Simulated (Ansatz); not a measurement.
**Field gradients of Ba5Hf2N6 from run to run**

Cell of run 1: a Materials Project structure (computed, not necessarily an observed phase).

```
Ba Hf N
1.0
     5.63330   -3.73797    0.00000
     5.63330    3.73797    0.00000
    -1.65686    0.00000   14.87213
Ba Hf N
10 4 12
Direct
  0.30889 0.76958 0.97901
  0.23042 0.69111 0.52099
  0.69111 0.23042 0.02099
  0.76958 0.30889 0.47901
  0.20387 0.10578 0.70593
  0.89422 0.79613 0.79407
  0.79613 0.89422 0.29407
  0.10578 0.20387 0.20594
  0.59192 0.40808 0.75000
  0.40808 0.59192 0.25000
  0.64783 0.90346 0.57719
  0.09654 0.35217 0.92281
  0.35217 0.09654 0.42281
  0.90346 0.64783 0.07719
  0.91880 0.96044 0.62075
  0.03956 0.08120 0.87925
  0.08120 0.03956 0.37925
  0.96044 0.91880 0.12075
  0.54551 0.74529 0.66207
  0.25471 0.45449 0.83793
  0.45449 0.25471 0.33793
  0.74529 0.54551 0.16207
  0.39931 0.20258 0.55616
  0.79742 0.60069 0.94384
  0.60069 0.79742 0.44384
  0.20258 0.39931 0.05616
```

Atoms are numbered from 1 in the order listed; like atoms form one site, named after its first atom.

All runs are DFT with Ansatz 0.2.0 (plane waves and PAW, scalar-relativistic unless spin–orbit coupling is named, Γ-centred meshes, Fermi–Dirac smearing where given) in this cell.

Run 1: PBE, atoms as given; 420 eV, 5×5×2 k-points, smearing 0.02 eV.
Run 2: r2SCAN, atoms as given; 500 eV, 5×5×2 k-points, smearing 0.02 eV.
Run 3: PBE, atoms as given; 350 eV, 5×5×2 k-points, smearing 0.02 eV; this cutoff lies below the one recommended for these PAW files.

```csv
run,Ba1 V_zz (η),Ba5 V_zz (η),Ba9 V_zz (η),Hf V_zz (η)
1,8.22 (0.36),16.51 (0.44),9.95 (0.84),32.5 (0.58)
2,?,?,?,?
3,8.21 (0.36),16.52 (0.44),9.94 (0.84),32.3 (0.58)
```

V_zz in 10²¹ V/m²; 4 of the 7 sets of like atoms are followed.

**Question.** Estimate the row of run 2.

**Answer.** Ba1: 8.65 (0.36); Ba5: 16.99 (0.44); Ba9: 10.32 (0.85); Hf: 32.4 (0.60). It lies nearest to run 1, from whose tensors on these sites it differs by 0.59 at most (largest principal value of the difference, on Ba5). Taken one at a time, the functional (r2SCAN with its higher cutoff) moves the tensors on these sites by up to 0.59 (largest principal value of the change, on Ba5), the cutoff by 0.16 (Hf).

Without spin–orbit coupling the gradients at and beside Hf can be off by some per cent, at some sites by more.
